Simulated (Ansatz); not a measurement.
Cu$_{3}$Sb (Pm-3m): electronic heat capacity and spin susceptibility from the density of states

These are results of DFT r2SCAN, scalar-relativistic, plane waves, PAW (Ansatz 0.2.0), not measurements.

Cutoff 500 eV; k points 12×12×12 on the computed 4-atom cell (Γ-centred); Gaussian smearing, width 0.10 eV; no spin polarisation.

Relaxed cell: Pm-3m, a = 3.864 Å, b = 3.864 Å, c = 3.864 Å, α = 90.00°, β = 90.00°, γ = 90.00°, 4 atoms in the primitive cell. Whether it is the stable form of this composition wasn't checked.

The density of states at the Fermi level is 1.101 states/eV in the cell of 4 atoms (1 formula unit; both spins, tetrahedra on a 18×18×18 mesh).

Problem. What Sommerfeld coefficient and Pauli susceptibility does this give?

Solution. Per formula unit N(E_F) = 1.101 states/eV. γ = (π²/3) k_B² N(E_F) N_A = 2.357 mJ/(mol K²) per state/eV, so γ = 2.6 mJ/(mol K²), a mole of formula units. χ_P = μ_B² N(E_F) N_A = 3.23×10⁻⁵ emu/mol per state/eV gives 3.6×10⁻⁵ emu/mol. This is the bare band result: a measured γ of the same phase is as a rule larger by a factor 1 + λ from phonons and spin fluctuations, the spin part of χ is larger by the Stoner factor, and a measured χ also holds orbital and core terms. N(E_F) at one energy is sensitive to the mesh where the density of states has sharp peaks.

Spin-orbit coupling is left out, which matters for the bands of heavy elements.

Cost: 1 run of about 1 core-minutes, on Intel Xeon 6975P-C (Granite Rapids) (shared hosts).